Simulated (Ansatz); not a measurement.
## A strain series on Ga2O3 (R-3c): isotropic on every length

Ga2O3 (R-3c) from a database structure, relaxed with r2SCAN in Ansatz 0.2.0, then strained (isotropic on every length; changes of length per length, axes as in the cell below) with the atoms relaxed again within the symmetry that is left. Space group R-3c (No. 167), trigonal; conventional cell a = 4.985 Å, c = 13.442 Å, 9.64 Å³ an atom. Around Ga lie 6 O at 1.93–2.07 Å; around O lie 4 Ga at 1.93–2.07 Å. No spin polarisation and no zero-point or thermal motion.

```
CELL_PARAMETERS angstrom
2.49226 1.43891 4.48064
-2.49226 1.43891 4.48064
0.00000 -2.87782 4.48064
ATOMIC_POSITIONS crystal
Ga 0.85543 0.85543 0.85543
Ga 0.64457 0.64457 0.64457
Ga 0.14457 0.14457 0.14457
Ga 0.35543 0.35543 0.35543
O 0.75000 0.44637 0.05363
O 0.44637 0.05363 0.75000
O 0.05363 0.75000 0.44637
O 0.25000 0.55363 0.94637
O 0.94637 0.25000 0.55363
O 0.55363 0.94637 0.25000
```

Gaps are the least over each mesh (PBE 6×6×6, r2SCAN 6×6×6, HSE06 4×4×4 when unstrained) and the special points, which keep their unstrained names; stress is the change from the unstrained cell, compression positive.

```tsv
strain (%)	gap, PBE (eV)	gap, r2SCAN (eV)	gap, HSE06 (eV)	edges, HSE06	mean stress, r2SCAN (GPa)	energy rise, r2SCAN (meV/atom)
-3.0	3.881	4.623	5.751	Γ–S₀ (0.47) → Γ	+26.38	63.8
-2.0	3.526	4.253	5.362	Γ–S₀ (0.47) → Γ	+16.35	27.4
-1.0	3.184	3.896	4.986	Γ–S₀ (0.45) → Γ	+7.60	6.6
0.0	2.854	3.551	4.622	Γ–S₀ (0.45) → Γ	0.00	0.0
+1.0	2.537	3.220	4.271	Γ–S₀ (0.45) → Γ	-6.59	6.2
+2.0	2.233	2.901	3.932	Γ–S₀ (0.45) → Γ	-12.27	23.9
```

Problem. Estimate the row for a strain of +3.0 %.

Solution.
```tsv
strain (%)	gap, PBE (eV)	gap, r2SCAN (eV)	gap, HSE06 (eV)	edges, HSE06	mean stress, r2SCAN (GPa)	energy rise, r2SCAN (meV/atom)
+3.0	1.942	2.594	3.605	(0, 0.161, -1/6) → Γ	-17.15	51.9
```

Between zero and the nearest strains the slope of the HSE06 gap against strain is -0.364 eV per percent for negative and -0.351 for positive strain.

Spin-orbit coupling is left out.

Where an edge lies off the special points, it is a point of the mesh or the k point where a search put PBE's edge or least direct gap, reused for the other functionals, whose own edges may lie a little apart.

The meshes of the hybrids are coarse, so their gaps aren't converged to the digits shown.
